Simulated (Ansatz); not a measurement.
Relaxation of a relaxed Ir cell displaced along its unstable phonon at q = (½, 0, ½) of its primitive reciprocal cell (52i cm⁻¹), largest move 0.15 Å; 6 atoms in the cell, which starts as Ibam (No. 72), oI12; a = 4.380 Å, b = 7.586 Å, c = 5.401 Å, α = 90.00°, β = 90.00°, γ = 90.00°. Method: PBE (plane waves to 420 eV, PAW, scalar-relativistic; Ansatz, a program for electronic structure). Γ-centred k-mesh 12×12×12 on the run's cell (coarser than for final values), Fermi–Dirac smearing 0.05 eV. This is the first round of the run. 

The optimiser's lines from the output (shortened; P is positive under compression):

```
relax step   1: F+E_penalty+E_count = -71619.07189243 eV  Δ(F+E_penalty+E_count) = +0.000e0 eV  max|allowed force component| = 1.162e-1 eV/Å  Δτ_max = 0.0000 Å  P = +0.590 GPa  Ω = 89.730 Å³  (7 SCF iters, dr2 threshold 1.00e-7 eV, accepted)
relax step   2: F+E_penalty+E_count = -71619.20988532 eV  Δ(F+E_penalty+E_count) = -1.380e-1 eV  max|allowed force component| = 4.761e-1 eV/Å  Δτ_max = 0.0313 Å  P = -0.222 GPa  Ω = 89.861 Å³  (6 SCF iters, dr2 threshold 6.00e-7 eV, accepted)
relax step   3: F+E_penalty+E_count = -71619.37167405 eV  Δ(F+E_penalty+E_count) = -1.618e-1 eV  max|allowed force component| = 8.152e-1 eV/Å  Δτ_max = 0.0866 Å  P = +1.966 GPa  Ω = 89.743 Å³  (6 SCF iters, dr2 threshold 6.00e-7 eV, accepted)
relax step   4: F+E_penalty+E_count = -71619.59834385 eV  Δ(F+E_penalty+E_count) = -2.267e-1 eV  max|allowed force component| = 3.192e-1 eV/Å  Δτ_max = 0.1316 Å  P = +2.118 GPa  Ω = 89.824 Å³  (6 SCF iters, dr2 threshold 6.00e-7 eV, accepted)
relax step   5: F+E_penalty+E_count = -71619.61168029 eV  Δ(F+E_penalty+E_count) = -1.334e-2 eV  max|allowed force component| = 1.070e-1 eV/Å  Δτ_max = 0.0167 Å  P = -1.866 GPa  Ω = 90.958 Å³  (6 SCF iters, dr2 threshold 6.00e-7 eV, accepted)
relax step   6: F+E_penalty+E_count = -71619.61658591 eV  Δ(F+E_penalty+E_count) = -4.906e-3 eV  max|allowed force component| = 3.237e-2 eV/Å  Δτ_max = 0.0075 Å  P = +0.119 GPa  Ω = 90.373 Å³  (6 SCF iters, dr2 threshold 6.00e-7 eV, accepted)
relax step   7: F+E_penalty+E_count = -71619.61681531 eV  Δ(F+E_penalty+E_count) = -2.294e-4 eV  max|allowed force component| = 2.967e-3 eV/Å  Δτ_max = 0.0025 Å  P = +0.005 GPa  Ω = 90.398 Å³  (6 SCF iters, dr2 threshold 3.64e-7 eV, accepted)
relax step   8: F+E_penalty+E_count = -71619.61682277 eV  Δ(F+E_penalty+E_count) = -7.461e-6 eV  max|allowed force component| = 6.155e-4 eV/Å  Δτ_max = 0.0005 Å  P = -0.002 GPa  Ω = 90.400 Å³  (6 SCF iters, dr2 threshold 9.03e-9 eV, accepted)
relax step   9: F+E_penalty+E_count = -71619.61815404 eV  Δ(F+E_penalty+E_count) = -1.331e-3 eV  max|allowed force component| = 1.020e-3 eV/Å  Δτ_max = 0.0000 Å  P = +0.031 GPa  Ω = 90.400 Å³  stress off target by 1.10e-1 GPa  SCF on the basis re-selected at this cell (its energy is not comparable with the rows above)  (6 SCF iters)
relax step  10: F+E_penalty+E_count = -71619.61816585 eV  Δ(F+E_penalty+E_count) = -1.181e-5 eV  max|allowed force component| = 2.710e-3 eV/Å  Δτ_max = 0.0009 Å  P = +0.018 GPa  Ω = 90.409 Å³  (6 SCF iters, dr2 threshold 3.00e-8 eV, accepted)
relax step  11: F+E_penalty+E_count = -71619.61816593 eV  Δ(F+E_penalty+E_count) = -7.736e-8 eV  max|allowed force component| = 3.366e-4 eV/Å  Δτ_max = 0.0002 Å  P = +0.000 GPa  Ω = 90.412 Å³  (8 SCF iters, dr2 threshold 4.62e-9 eV, accepted)
relax step  12: F+E_penalty+E_count = -71619.61817230 eV  Δ(F+E_penalty+E_count) = -6.369e-6 eV  max|allowed force component| = 3.386e-4 eV/Å  Δτ_max = 0.0000 Å  P = +0.000 GPa  Ω = 90.412 Å³  stress off target by 2.53e-3 GPa  SCF on the basis re-selected at this cell (its energy is not comparable with the rows above)  (8 SCF iters)
```

From the first to the last row the energy changes by -0.09 eV/atom and the volume by +0.8 %. The last row is marked as not comparable with the walk above it, whose basis was carried along; it does compare with step 1, since both stand on a basis selected at the nominal cutoff for their own cell.

Later rounds, restarted from the end of this one on a renewed k-mesh, logged 3 more steps and released under 0.01 eV/atom more. The final structure after all rounds: Ibam (No. 72), oI12; a = 4.859 Å, b = 7.086 Å, c = 5.252 Å, α = β = γ = 90.00°. Between re-selections the logged energies stand on a plane-wave basis carried along with the cell. No spin polarisation in the result.

The run could not lose the symmetry of its start: the end is stationary, and may be a saddle point rather than a minimum.

The relaxed structure here is a generated cell of Ir: the first start was made by placing the elements on the sites of a structure type, and the end was not matched to a known phase here, so it may be hypothetical. Known forms of Ir include space group No. 225.
